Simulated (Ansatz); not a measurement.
Relaxation of a generated trial cell of SiNi in the AFLOW prototype AB_tP4_131_c_e (B17, as in PtS); 4 atoms in the cell, which starts as P4₂/mmc (No. 131), tP4; a = 3.4441 Å, b = 3.4441 Å, c = 4.2879 Å, α = 90.00°, β = 90.00°, γ = 90.00°. Calculation: PBE (plane waves to 420 eV, PAW, scalar-relativistic; Ansatz, an electronic-structure program). Γ-centred k-mesh 7×7×6 on the run's cell (coarser than for final values), Fermi–Dirac smearing 0.05 eV. This is the first round of the run. Spin-polarised start, with parallel moments on Ni.

The optimiser's lines from the output (shortened; P is positive under compression):

```
relax step   1: F+E_penalty+E_count = -12947.99211771 eV  Δ(F+E_penalty+E_count) = +0.000e0 eV  max|allowed force component| = 3.469e-17 eV/Å  Δτ_max = 0.0000 Å  P = +62.550 GPa  Ω = 50.862 Å³  (15 SCF iters, dr2 threshold 1.00e-7 eV, accepted)
relax step   2: F+E_penalty+E_count = -12949.82304224 eV  Δ(F+E_penalty+E_count) = -1.831e0 eV  max|allowed force component| = 1.093e-16 eV/Å  Δτ_max = 0.0000 Å  P = +28.375 GPa  Ω = 57.334 Å³  (12 SCF iters, dr2 threshold 4.00e-7 eV, accepted)
relax step   3: F+E_penalty+E_count = -12950.54543121 eV  Δ(F+E_penalty+E_count) = -7.224e-1 eV  max|allowed force component| = 2.385e-17 eV/Å  Δτ_max = 0.0000 Å  P = +8.293 GPa  Ω = 63.562 Å³  (11 SCF iters, dr2 threshold 4.00e-7 eV, accepted)
relax step   4: F+E_penalty+E_count = -12950.63352751 eV  Δ(F+E_penalty+E_count) = -8.810e-2 eV  max|allowed force component| = 2.884e-17 eV/Å  Δτ_max = 0.0000 Å  P = -1.951 GPa  Ω = 67.921 Å³  (10 SCF iters, dr2 threshold 4.00e-7 eV, accepted)
relax step   5: F+E_penalty+E_count = -12950.64431277 eV  Δ(F+E_penalty+E_count) = -1.079e-2 eV  max|allowed force component| = 3.469e-18 eV/Å  Δτ_max = 0.0000 Å  P = -0.039 GPa  Ω = 67.136 Å³  (8 SCF iters, dr2 threshold 4.00e-7 eV, accepted)
relax step   6: F+E_penalty+E_count = -12950.64442696 eV  Δ(F+E_penalty+E_count) = -1.142e-4 eV  max|allowed force component| = 3.123e-17 eV/Å  Δτ_max = 0.0000 Å  P = +0.005 GPa  Ω = 67.088 Å³  (7 SCF iters, dr2 threshold 9.77e-8 eV, accepted)
relax step   7: F+E_penalty+E_count = -12950.70414352 eV  Δ(F+E_penalty+E_count) = -5.972e-2 eV  max|allowed force component| = 3.123e-17 eV/Å  Δτ_max = 0.0000 Å  P = +1.790 GPa  Ω = 67.088 Å³  stress off target by 2.55e0 GPa  SCF on the basis re-selected at this cell (its energy is not comparable with the rows above)  (12 SCF iters)
relax step   8: F+E_penalty+E_count = -12950.71028068 eV  Δ(F+E_penalty+E_count) = -6.137e-3 eV  max|allowed force component| = 4.163e-17 eV/Å  Δτ_max = 0.0000 Å  P = +0.326 GPa  Ω = 67.936 Å³  (9 SCF iters, dr2 threshold 4.00e-7 eV, accepted)
relax step   9: F+E_penalty+E_count = -12950.71048178 eV  Δ(F+E_penalty+E_count) = -2.011e-4 eV  max|allowed force component| = 1.735e-17 eV/Å  Δτ_max = 0.0000 Å  P = +0.025 GPa  Ω = 68.116 Å³  (8 SCF iters, dr2 threshold 4.00e-7 eV, accepted)
relax step  10: F+E_penalty+E_count = -12950.71048151 eV  Δ(F+E_penalty+E_count) = +2.716e-7 eV  max|allowed force component| = 3.296e-17 eV/Å  Δτ_max = 0.0000 Å  P = -0.001 GPa  Ω = 68.130 Å³  (7 SCF iters, dr2 threshold 8.88e-9 eV, accepted)
relax step  11: F+E_penalty+E_count = -12950.71066204 eV  Δ(F+E_penalty+E_count) = -1.805e-4 eV  max|allowed force component| = 3.296e-17 eV/Å  Δτ_max = 0.0000 Å  P = -0.011 GPa  Ω = 68.130 Å³  stress off target by 1.26e-2 GPa  SCF on the basis re-selected at this cell (its energy is not comparable with the rows above)  (11 SCF iters)
```

From the first to the last row the energy changes by -0.68 eV/atom and the volume by +34.0 %. The last row is marked as not comparable with the walk above it, whose basis was carried along; it does compare with step 1, since both stand on a basis selected at the nominal cutoff for their own cell.

Energy and pressure jump between steps 6 and 7 at one geometry, where the plane-wave basis was selected anew. While the cell walks, the set of plane waves is carried along, so its effective cutoff drifts with the strain; re-selecting it at 420 eV moved the energy by -0.015 eV/atom and the pressure by 1.8 GPa. Only step 1 and rows on a re-selected basis compare with each other.

Later rounds, restarted from the end of this one on a renewed k-mesh, logged 8 more steps and released under 0.01 eV/atom more. The final structure after all rounds: P4₂/mmc (No. 131), tP4, AFLOW prototype AB_tP4_131_c_e (B17, as in PtS); a = 3.732 Å, b = 3.732 Å, c = 4.889 Å, α = 90.00°, β = 90.00°, γ = 90.00°. Between re-selections the logged energies stand on a plane-wave basis carried along with the cell. No spin polarisation in the result: the starting moments vanished. A magnetic state may lie lower.

The run could not lose the symmetry of its start, so the end can be a saddle point.

All atoms sit on sites fixed by symmetry, so only the cell could relax.

The relaxed structure here is a generated cell of SiNi: the first start was made by placing the elements on the sites of a structure type, and the end was not matched to a known phase here, so it may be hypothetical. Known forms of SiNi include space group No. 62.
